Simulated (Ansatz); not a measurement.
Elements on the sites of an ideal wurtzite lattice, at a guessed lattice constant:

```xyz
24
Lattice="4.3805 2.5291 0.0000 0.0000 5.0582 4.7310 4.3805 -2.5291 4.7310" Properties=species:S:1:pos:R:3 pbc="T T T"
B     4.3805   -0.8430    4.7310
B     1.4602    4.2151    4.7310
B     5.8407    1.6860    4.7310
B     2.9204    6.7443    4.7310
B     4.3805    0.8430    7.0964
B     4.3805    0.8430    2.3655
N     4.3805    4.2152    1.7883
N     7.3009    4.2152    6.5193
N     5.8407    1.6860    1.7883
N     4.3805    4.2152    6.5193
N     2.9204    1.6861    1.7883
N     5.8407    3.3721    4.1538
N     4.3805    5.9012    4.1538
N     7.3008    0.8430    4.1538
N     5.8407    3.3721    8.8848
N     4.3805    0.8430    4.1538
O     5.8407    1.6860    6.5193
O     2.9203    3.3721    4.1538
Zn    2.9204    1.6861    4.7310
Zn    4.3805    4.2152    4.7310
Ga    1.4602    0.8430    2.3655
Ga    2.9203    3.3721    7.0964
Ga    5.8407    3.3721    7.0964
Y     2.9203    3.3721    2.3655
```

Cell and atoms were relaxed without symmetry on coarser meshes and computed once more. Method: DFT r2SCAN, scalar-relativistic, plane waves, PAW (Ansatz 0.2.0).

Settings: cutoff 500 eV, Γ-centred mesh 5×4×4 on the computed 24-atom cell, Gaussian smearing of 0.02 eV; no spin polarisation.

The relaxation ran on 2×2×2 (shifted) and then 4×3×3 k points with a smearing of 0.1 eV, from sites shaken by 0.02 Å.

**Question.** What does the relaxation give?

**Answer.** A volume of 9.46 Å³/atom and a gap on the mesh of 2.83 eV. The atoms leave their sites by 0.50 Å (root mean square) and 1.01 Å at most, and the cell stretches by up to 4.5 % at fixed volume, so the lattice hasn't survived.

```
CELL_PARAMETERS angstrom
4.46162 2.68959 -0.06338
-0.06086 5.36603 4.63106
4.44527 -2.77985 4.67823
ATOMIC_POSITIONS crystal
B 0.33647 0.20065 0.83562
B 0.05098 0.79934 0.22526
B 0.70884 0.29087 0.59649
B 0.62554 0.96702 0.07687
B 0.09046 0.61282 0.90685
B 0.58380 0.05815 0.43015
N 0.13066 0.37035 0.97312
N 0.97795 0.68195 0.72480
N 0.93563 0.97867 0.35628
N 0.47030 0.88608 0.52435
N 0.50632 0.12535 0.23124
N 0.83447 0.40543 0.42841
N 0.88783 0.78012 0.08963
N 0.86538 0.19153 0.73852
N 0.44395 0.00302 0.94155
N 0.45513 0.23407 0.60569
O 0.39359 0.60204 0.84844
O 0.29624 0.63804 0.24146
Zn 0.11574 0.44998 0.54361
Zn 0.60934 0.66288 0.34061
Ga 0.10995 0.20573 0.23275
Ga 0.06389 0.92982 0.60577
Ga 0.57230 0.79273 0.75884
Y 0.64763 0.37592 0.01452
```

An odd mesh misses points on the zone edge, so a gap read on it can be too wide.

Cost: 2 runs of about 21 core-minutes in all (earlier runs that led there not counted), on Intel Xeon Platinum 8259CL (Skylake/Cascade Lake) (shared hosts).